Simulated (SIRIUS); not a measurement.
A self-consistent single point of Ge₃PbSe₄ (Pm, 8 atoms in the cell; from Materials Project mp-1224389, changed as shown) with SIRIUS.

Computed with PBEsol, GBRV PBEsol ultrasoft pseudopotentials (plane waves; SIRIUS 7.12.0).

The change in words: atom 5 moved by +0.04 angstrom along x. Reference geometry (Pm):
```yaml
crystal:
  lattice:
    - [4.59551, 0.00000, 0.00000]
    - [0.00000, 3.99623, 0.00000]
    - [-0.00948, 0.00000, 11.48214]
  atoms:
    - { symbol: Ge, position: [0.12680, 0.00000, 0.87420] }
    - { symbol: Ge, position: [0.62610, 0.50000, 0.63110] }
    - { symbol: Ge, position: [0.87820, 0.50000, 0.12500] }
    - { symbol: Pb, position: [0.40830, 0.00000, 0.38750] }
    - { symbol: Se, position: [0.50930, 0.00000, 0.13780] }
    - { symbol: Se, position: [0.98950, 0.00000, 0.65220] }
    - { symbol: Se, position: [0.49310, 0.50000, 0.84660] }
    - { symbol: Se, position: [0.96870, 0.50000, 0.34550] }
```

Reference input (self-consistent single point, DFT, PBEsol, plane waves, GBRV PBEsol ultrasoft pseudopotentials): parameters.ngridk = 3 3 1; parameters.xc_functionals = [XC_GGA_X_PBE_SOL, XC_GGA_C_PBE_SOL]; parameters.gk_cutoff = 6.325 1/bohr; parameters.pw_cutoff = 14.143 1/bohr; parameters.smearing = gaussian; parameters.smearing_width = 0.000367493 Ha; potentials = GBRV PBEsol ultrasoft pseudopotentials; parameters.electronic_structure_method = pseudopotential; parameters.num_bands = 48; parameters.num_mag_dims = 0; parameters.num_dft_iter = 100; parameters.energy_tol = 1e-07 Ha. This run's input differs from it in these lines:

```diff
@@ -54,3 +54,3 @@
       "Se": [
-        [0.5093, 0.0, 0.1378],
+        [0.518004, 0.0, 0.1378],
         [0.9895, 0.0, 0.6522],
```

Log, with long lists cut:

```
[find] density tolerance         : 1e-06
[find] total energy tolerance    : 1e-07
[find] iter_solver_tol (initial) : 0.01
[find] iter_solver_tol (target)  : 1e-13
[find] num_dft_iter              : 100
Charges and magnetic moments
--------------------------------------------------------------------------------
total charge          : 80.000000
[find] | SCF iteration   0 out of 100|
[diagonalize] iterative solver tolerance (occupied, empty): 0.01 0.01
[diagonalize] average number of iterations: 2
[find] Charges and magnetic moments
[find] total charge          : 80.000000
[find] Energy
[find] smearing (-TS)                 :       0.00000000
   [... lines left out ...]

[find] Charges and magnetic moments
[find] total charge          : 80.000000
[find] Energy
[find] smearing (-TS)                 :       0.00000000
[find] Total energy                   :    -488.39806731 (Ha),    -976.79613462 (Ry)
[find] Free energy (E-TS)             :    -488.39806731 (Ha),    -976.79613462 (Ry)
[find] band gap (eV)                  :       0.90075835
[find] Efermi                         :       0.24686154
[find] iteration : 35, RMS (target) : 6.1210e-07 (1.0000e-06) , energy difference (target) : -5.0022e-12 (1.0000e-07)
[find] bands are converged : true
[find] iterative solver converged : false
[find] converged after 36 SCF iterations!
[find] Charges and magnetic moments
[find] total charge          : 80.000000
[find] Energy
[find] smearing (-TS)                 :       0.00000000
[find] Total energy                   :    -488.39806731 (Ha),    -976.79613462 (Ry)
[find] Free energy (E-TS)             :    -488.39806731 (Ha),    -976.79613462 (Ry)
[find] band gap (eV)                  :       0.90075835
[find] Efermi                         :       0.24686154
[ground_state] === stress tensor components [kbar] ===
[ground_state] === stress_total ===
[ground_state]    34.739200    0.000000   -0.278703
[ground_state]     0.000000   14.990114    0.000000
[ground_state]    -0.278703    0.000000   17.067305
[ground_state] ==== total Forces in Ha/bohr =====
   [... lines left out ...]
[ground_state] atom:    3, force:      -0.0012431      0.0000000     -0.0044000
[ground_state] atom:    4, force:       0.0025192      0.0000000     -0.0042914
[ground_state] atom:    5, force:      -0.0059447      0.0000000      0.0005929
[ground_state] atom:    6, force:      -0.0053726      0.0000000     -0.0001714
[ground_state] atom:    7, force:       0.0009202      0.0000000      0.0017118
```

The run converged in 36 iterations. SIRIUS prints the stress tensor with tension positive. Against the reference run the free energy drops by 1.1 meV/atom, the pressure goes from -2.34 to -2.23 GPa and the largest force moves little (0.416 to 0.413 eV/Å).

Spin-orbit coupling is left out, which matters for bands and gaps with elements this heavy. The structure comes from a collection of computed structures, made at another level of theory; the collection holds predicted forms beside known ones.

Cost on one core: around 100 core-seconds (rough).

The gap that the log prints is read on the run's mesh, which can miss the band edges or a crossing.
